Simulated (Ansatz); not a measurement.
The calculation used DFT PBE, scalar-relativistic, plane waves, PAW (Ansatz).

Settings: cutoff 420 eV, Γ-centred mesh 9×9×9 on the computed 8-atom cell, Gaussian smearing of 0.10 eV; collinear spin from starting moments 3 0 0 0 0 0 0 0 μB.

Structure with the computed forces (eV/Å) in the last three columns:

```xyz
8
Lattice="2.2848 1.3191 7.2076 -2.2848 1.3191 7.2076 0.0000 -2.6382 7.2076" Properties=species:S:1:pos:R:3:forces:R:3 pbc="T T T" pressure_GPa=-8.56
Cr    0.0000    0.0000    0.0000    0.0000    0.0000    0.0000
Cu    0.0000    0.0000   13.5218    0.0000    0.0000   -0.3750
Cu    0.0000    0.0000    2.6905    0.0000    0.0000    0.2650
Cu    0.0000    0.0000    8.1009    0.0000    0.0000    0.3750
Cu    0.0000    0.0000   18.9322    0.0000    0.0000   -0.2650
Ni    0.0000    0.0000   10.8113    0.0000    0.0000    0.0000
Sn    0.0000    0.0000    5.4290    0.0000    0.0000   -0.3720
Sn    0.0000    0.0000   16.1937    0.0000    0.0000    0.3720
```

Stress tensor (GPa, compression positive):

```
-9.49  0.00  0.00
 0.00 -9.49  0.00
 0.00  0.00 -6.71
```

Only parallel moments were tried here.